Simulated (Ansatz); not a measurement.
Starting cell, BN (zinc blende):

```xyz
4
Lattice="0.0000 3.6241 3.6241 1.8120 0.0000 1.8120 1.8120 1.8120 0.0000" Properties=species:S:1:pos:R:3 pbc="T T T"
N      2.7181     2.7181     2.7181
N      2.7181     4.5301     4.5301
B      0.0000     0.0000     0.0000
B      0.0000     1.8120     1.8120
```

A phonon eigenvector at L = (0.5, 0.0, 0.0) is frozen into this cell: atom i moves by Q times the vector below, so Q is the largest atomic displacement, in Å. The cell is held. (q is in reciprocal vectors of the primitive cell; the cell shown is doubled to hold the pattern.)

```csv
atom,x,y,z
N1,-0.577,0.577,0.577
N2,0.577,-0.577,-0.577
B3,0.333,-0.333,-0.333
B4,-0.333,0.333,0.333
```

Computed with PBE (plane waves to 420 eV, PAW, scalar-relativistic; Ansatz, an electronic-structure program). k mesh 8×16×16 (Γ-centred), Fermi-Dirac smearing 0.05 eV. Left out: 2 of 13 points, with atoms too close for the PAW data. BN was relaxed with its symmetry unable to fall. The PAW data are Ansatz's earlier set. 

```tsv
Q (Å)	−dE/dQ from forces (eV/Å)
-0.233	42.435
-0.187	29.218
-0.140	19.410
-0.093	11.828
-0.047	5.595
0.000	0.000
0.047	-5.595
0.093	-11.828
0.140	-19.410
0.187	-29.218
0.233	-42.435
```

### Question
What harmonic wavenumber does the curvature at Q = 0 give?

### Answer
953 cm⁻¹. E″ = 117.61 eV/Å², M = Σ mᵢ|uᵢ|² = 35.2 u, ν̃ = 521.5·√(|E″|/M).

(A displaced cell: forces are minus the slopes of the energy, force constants its curvatures, and phonons follow from these.)
